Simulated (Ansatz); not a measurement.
**Comparing deformations in Pt**

Method: DFT PBEsol, scalar-relativistic, plane waves, PAW in Ansatz 0.2.0. Settings: plane waves to 420 eV, k-mesh 20×20×20 (Γ-centred), Gaussian smearing 0.15 eV. Spin–orbit coupling is left out, which can shift energies with elements as heavy as these. No spin polarisation. Energies are free energies at this smearing, counted from the undisturbed cell; pressure is positive in compression.

Zero of the scan (as given, not relaxed at this level; it stands at 0.6 GPa):

```yaml
crystal:
  lattice:
    - [0.00000, 1.95790, 1.95790]
    - [1.95790, 0.00000, 1.95790]
    - [1.95790, 1.95790, 0.00000]
  atoms:
    - { symbol: Pt, position: [0.00000, 0.00000, 0.00000] }
```

The cell is strained by ε times a Voigt pattern (xx, yy, zz, yz, xz, xy; engineering shear) with fractional coordinates fixed. τ = (1/V0) dE/dε comes from the stress tensor. Of each scan, only the three points used here are listed.

```
           pattern        ε  τ (GPa)
(0, 0, 0, 0, 0, 1)  -0.0075    -0.61
(0, 0, 0, 0, 0, 1)   0.0000     0.00
(0, 0, 0, 0, 0, 1)   0.0075     0.61
(1, 1, 0, 0, 0, 0)  -0.0250   -36.50
(1, 1, 0, 0, 0, 0)   0.0000    -1.19
(1, 1, 0, 0, 0, 0)   0.0250    25.63
(0, 0, 1, 0, 0, 0)  -0.0250   -10.27
(0, 0, 1, 0, 0, 0)   0.0000    -0.60
(0, 0, 1, 0, 0, 0)   0.0250     7.76
```

Problem. Which constants do the scans give, and which deformation costs least for the same size of strain tensor?

Solution. The slope dτ/dε at zero (parabola through three points) is pᵀCp: (0, 0, 0, 0, 0, 1) gives C44 = 81 GPa; (1, 1, 0, 0, 0, 0) gives 2(C11 + C12) = 1243 GPa; (0, 0, 1, 0, 0, 0) gives C11 = 361 GPa. The size of the strain tensor, ε:ε, is ε² times 0.5, 2.0, 1.0. Per unit of it the stiffnesses are 162, 621, 361 GPa, so (0, 0, 0, 0, 0, 1) is the softest of these: at ε:ε = (1 %)² the quadratic term costs 0.76 meV/atom against 2.91 for the stiffest.

Problem. What else follows for this cubic crystal?

Solution. From the unrounded slopes C11 = 360.6 and C12 = 260.7 GPa, so B = (C11 + 2 C12)/3 = 294 GPa and the Poisson ratio for a pull along a cube edge is C12/(C11 + C12) = 0.42.

Problem. How anisotropic is this cubic crystal?

Solution. Zener's ratio 2 C44/(C11 − C12) = 1.62; it is 1 for an isotropic solid.

In a metal these slopes depend on the k mesh and the smearing.